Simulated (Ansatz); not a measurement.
## LiSnF$_{3}$: phonons across the zone

Method: DFT PBE, scalar-relativistic, plane waves, PAW (Ansatz 0.2.0). Plane waves to 420 eV; Γ-centred k mesh 6×6×6; fixed occupations. No spin polarisation. Phonons by linear response, acoustic sum rule imposed.

Relaxed structure:
```
CELL_PARAMETERS angstrom
2.90907 1.67955 2.49946
-2.90907 1.67955 2.49946
0.00000 -3.35911 2.49946
ATOMIC_POSITIONS crystal
Li 0.97773 0.97773 0.97773
Sn 0.40196 0.40196 0.40196
F 0.05069 0.52368 0.05069
F 0.05069 0.05069 0.52368
F 0.52368 0.05069 0.05069
```

The cell was found from a structure generator's guess, not taken from experiment. Spin–orbit coupling is left out, which matters for heavy elements. The q mesh is coarse, so values between its points are rough.

Force constants from linear response on a 2×2×2 q mesh.

**Question.** Is the structure dynamically stable on this mesh?

**Answer.** Yes, on this mesh: no mode is imaginary. Between the mesh points the interpolation dips to 22i cm⁻¹.

**Question.** Give the frequencies (cm⁻¹; i marks imaginary ones) at the irreducible q points, in fractions of the reciprocal vectors, the Γ row without the LO field.

**Answer.**
```csv
q,star,frequencies
0.000 0.000 0.000,1,0 0 0 122 125 125 221 245 245 254 311 311 346 346 377
0.000 0.000 -0.500,3,48 62 90 109 140 149 160 230 263 275 294 340 349 385 471
0.000 -0.500 -0.500,3,8 71 84 86 114 153 177 180 239 295 324 347 396 407 408
-0.500 -0.500 -0.500,1,33 33 46 102 102 105 178 178 204 309 309 392 400 400 414
```
